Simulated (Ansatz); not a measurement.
# Two Ansatz runs on ZrBr

Structure from Materials Project entry mp-1066783 (possibly hypothetical), not relaxed further.

First run: DFT, PBEsol, all-electron LAPW, scalar-relativistic (Ansatz 0.2.0).

Command: `ansatz run input.yaml --threads 1 --pin off --max-ram 4096MiB --backend cpu --events-out ev --progress --plain --runs-dir out` The run took 2.9 min on 1 thread of Arm Neoverse V1 (shared host), peak memory 0.69 GiB.

```yaml
crystal:
  lattice:
    - [3.4543871541, 0.0, 0.0]
    - [-1.7271935771, 2.99158703, 0.0]
    - [0.0, 0.0, 9.98886383]
  atoms:
    - { symbol: Zr, position: [0.6666666667, 0.3333333333, 0.6234827] }
    - { symbol: Zr, position: [0.3333333333, 0.6666666667, 0.3765173] }
    - { symbol: Br, position: [0.6666666667, 0.3333333333, 0.18258149] }
    - { symbol: Br, position: [0.3333333333, 0.6666666667, 0.81741851] }
kpoints:
  mp_grid: { grid: [12, 12, 4] }
  band_path:
    path:
      - [0.0, 0.0, 0.0]
      - [0.5, 0.0, 0.0]
      - [0.3333333333, 0.3333333333, 0.0]
      - [0.0, 0.0, 0.0]
      - [0.0, 0.0, 0.5]
      - [0.5, 0.0, 0.5]
      - [0.3333333333, 0.3333333333, 0.5]
      - [0.0, 0.0, 0.5]
      - [0.5, 0.0, 0.5]
    npoints: 14
scf:
  occupations: { method: fermi_dirac, width: 0.08 }
hamiltonian:
  xc: pbesol
  pseudopotentials: { kind: all_electron, lapw: { basis_error: 0.001 } }
output:
  forces: true
  stress: true
  eigenvalues: true
  fatbands: true
  populations: true
  dos: { projected: true, de: 0.2, e_range: [-14, 8] }
```

Result: converged; pressure -2.84 GPa; largest force 0.289 eV/Å; no gap on the k mesh; 9 SCF iterations.

The input is then changed:

```diff
@@ -28,10 +28,9 @@
   xc: pbesol
   pseudopotentials: { kind: all_electron, lapw: { basis_error: 0.001 } }
+  dispersion: d3bj
 output:
   forces: true
   stress: true
   eigenvalues: true
-  fatbands: true
   populations: true
-  dos: { projected: true, de: 0.2, e_range: [-14, 8] }
```

Task: What does the second run give?

Result: It converged; pressure -5.15 GPa; largest force 0.295 eV/Å; no gap on the k mesh; 9 SCF iterations.
